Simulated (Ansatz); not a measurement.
**Compressing Li2Pt: a fit and a missing row**

Li2Pt, P6/mmm, a = 4.183 Å, c = 2.647 Å. The structure is a COD entry; whether it is the stable form wasn't checked. Ansatz: r2SCAN, PAW, 500 eV, Γ-centred 12×12×16 mesh on 3 atoms, Gaussian smearing 0.10 eV; no spin polarisation. Shape and atoms are relaxed at each volume; pressure is positive in compression.

```tsv
V (Å³/atom)	P (GPa)
11.765	?
12.166	7.69
12.567	4.73
12.968	2.18
13.370	-0.02
13.771	-1.91
14.172	-3.54
14.706	-5.38
```

Q: Take V0 = 13.370 Å³/atom, count pressures from its P0 = -0.02 GPa, fit the third-order Birch–Murnaghan form to the other rows, and predict the missing pressure.

A: With the Eulerian strain f = ½[(V0/V)^(2/3) − 1] and y = (P − P0)/[3f(1 + 2f)^(5/2)], the form is the line y = B0 + 1.5 B0 (B0′ − 4) f. Rows (f, y): 0.03247, 67.6; 0.02108, 67.7; 0.01028, 67.8; -0.00975, 67.9; -0.01905, 67.9; -0.03076, 68.1. Means f = 0.0007117, y = 67.833; Σ(Δf)² = 0.003005, ΣΔfΔy = -0.02085; the slope is their ratio. y = 67.84 − 6.938 f GPa, so B0 = 67.8 GPa and B0′ = 4 + 2 × (-6.938)/(3 × 67.84) = 3.93. At V = 11.765, f = 0.04450, y = 67.53 and P = 11.14 GPa. The run gave 11.12 GPa, so the fit is 0.02 GPa too high, a small miss on the scale of the series.

Spin–orbit coupling is left out, which can shift energies with elements as heavy as these.